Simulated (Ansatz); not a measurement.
MgS:
```xyz
2
Lattice="0.0000 2.6148 2.6148 2.6148 0.0000 2.6148 2.6148 2.6148 0.0000" Properties=species:S:1:pos:R:3 pbc="T T T"
S      0.0000     0.0000     0.0000
Mg     2.6148     2.6148     2.6148
```

Cartesian axes are those of the cell as given.

**Question.** Give the high-frequency dielectric tensor and the Born effective charge tensors of the independent atoms from DFPT, DFT-PBE in the program Ansatz with PAW potentials.

**Answer.** 
ε∞:
```
5.41  0.00  0.00
0.00  5.41  0.00
0.00  0.00  5.41
```
Z* of atom 1 (S), rows: field, columns: displacement, in e:
```
-2.35   0.00   0.00
 0.00  -2.35   0.00
 0.00   0.00  -2.35
```
Z* of atom 2 (Mg), rows: field, columns: displacement, in e:
```
2.35  0.00  0.00
0.00  2.35  0.00
0.00  0.00  2.35
```

Static charges for comparison (Bader): S1 -1.67, Mg2 +1.67 e. Born charges measure polarisation by displacement and can exceed these by far.

Space group Fm-3m (rock salt). Symmetry was held in the PBE relaxation; phonons on a q-mesh show no instability.

Potentials: the later of the program's two PAW sets.
